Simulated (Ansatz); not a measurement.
Cell and atoms are relaxed with the symmetry kept. Start:

```cif
data_structure
_symmetry_space_group_name_H-M 'P-62m'
_symmetry_Int_Tables_number 189
_cell_length_a 6.7289
_cell_length_b 6.7289
_cell_length_c 3.9379
_cell_angle_alpha 90.000
_cell_angle_beta 90.000
_cell_angle_gamma 120.000
_cell_volume 154.41
loop_
_atom_site_label
_atom_site_type_symbol
_atom_site_symmetry_multiplicity
_atom_site_Wyckoff_symbol
_atom_site_fract_x
_atom_site_fract_y
_atom_site_fract_z
_atom_site_occupancy
Sc1 Sc 3 f 0.00000 0.57662 0.00000 1
Ge1 Ge 2 d 0.33333 0.66667 0.50000 1
Ge2 Ge 1 a 0.00000 0.00000 0.00000 1
Pd1 Pd 3 g 0.00000 0.24877 0.50000 1
```

These are results of Ansatz, DFT r2SCAN, scalar-relativistic, plane waves, PAW, not measurements.

Plane waves to 500 eV, a k mesh through Γ of 6×6×10 on the computed 9-atom cell and Gaussian smearing (0.10 eV); no spin polarisation.

What does it relax to?

The volume drops by 0.06 Å³/atom to 17.09 Å³/atom, and the energy falls by 0.2 meV/atom. Final structure:
```cif
data_structure
_symmetry_space_group_name_H-M 'P-62m'
_symmetry_Int_Tables_number 189
_cell_length_a 6.7100
_cell_length_b 6.7100
_cell_length_c 3.9452
_cell_angle_alpha 90.000
_cell_angle_beta 90.000
_cell_angle_gamma 120.000
_cell_volume 153.83
loop_
_atom_site_label
_atom_site_type_symbol
_atom_site_symmetry_multiplicity
_atom_site_Wyckoff_symbol
_atom_site_fract_x
_atom_site_fract_y
_atom_site_fract_z
_atom_site_occupancy
Sc1 Sc 3 f 0.00000 0.57697 0.00000 1
Ge1 Ge 2 d 0.33333 0.66667 0.50000 1
Ge2 Ge 1 a 0.00000 0.00000 0.00000 1
Pd1 Pd 3 g 0.00000 0.24844 0.50000 1
```

Course of the relaxation (steps run on the plane waves of an earlier cell, and the basis is chosen afresh near the end, so energy and pressure can step there; trial steps that raised the energy were taken back; energies are free energies):

| step | E − E_final (meV/atom) | largest force component (eV/Å) | P (GPa) | V (Å³/atom) |
| --- | --- | --- | --- | --- |
| 1 | 0.2 | 0.027 | -0.49 | 17.16 |
| 2 | 0.0 | 0.031 | 0.41 | 17.04 |
| 3 | -0.1 | 0.010 | 0.00 | 17.09 |
| 4 | -0.1 | 0.003 | 0.00 | 17.09 |
| 5 | 0.0 | 0.003 | 0.00 | 17.09 |

Cost: 1 run of about 5.7 core-minutes, on Oxide Virtual Turin-like Processor (Zen 5) (shared hosts).